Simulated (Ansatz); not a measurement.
Si3N4 — electric field gradients

The cell is a COD entry (perhaps calculated rather than measured).

```
Si N
1.0
     7.60150    0.00000    0.00000
    -3.80075    6.58309    0.00000
     0.00000    0.00000    2.90610
Si N
6 8
Direct
  0.76848 0.17457 0.25000
  0.59391 0.76848 0.75000
  0.82543 0.59391 0.25000
  0.23152 0.82543 0.75000
  0.40609 0.23152 0.25000
  0.17457 0.40609 0.75000
  0.03049 0.33026 0.25000
  0.70023 0.03049 0.75000
  0.66974 0.70023 0.25000
  0.96951 0.66974 0.75000
  0.29977 0.96951 0.25000
  0.33026 0.29977 0.75000
  0.66667 0.33333 0.25000
  0.33333 0.66667 0.75000
```

Sites (sets of like atoms) are named by element and the number of their first atom in this list.

The numbers come from a DFT calculation in Ansatz (PBE, plane waves and PAW, scalar-relativistic, 420 eV cutoff, Γ-centred 4×4×10 k-points, Fermi–Dirac smearing 0.02 eV).

V_zz is the principal component of the electric field gradient with the largest magnitude, η = (V_xx − V_yy)/V_zz and C_Q = eQV_zz/h. Directions are in the Cartesian axes of the cell vectors above, for the atom listed; none is given where the gradient is under 0.02 or η is above 0.95.

Problem. Which values are expected at the nuclei?

Solution. 

| site | first atom | first shell | V_zz (10²¹ V/m²) | η | direction of V_zz (x, y, z) |
| --- | --- | --- | --- | --- | --- |
| Si | 1 | 4 N at 1.73–1.74 Å | 0.97 | 0.43 | 0.55 0.83 0.00 |
| N7 | 7 | 3 Si at 1.74 Å | -4.93 | 0.07 | -0.53 0.85 0.00 |
| N13 | 13 | 3 Si at 1.73 Å | -4.89 | 0.00 | 0.00 0.00 1.00 |

An axis of threefold or higher order runs through N13, so V_zz lies along it and η is zero. At N7 V_zz stands upright on the plane through its three neighbours (within 3°).

At this cell the PBE pressure is 6 GPa, so with PBE the cell would grow if it were relaxed.
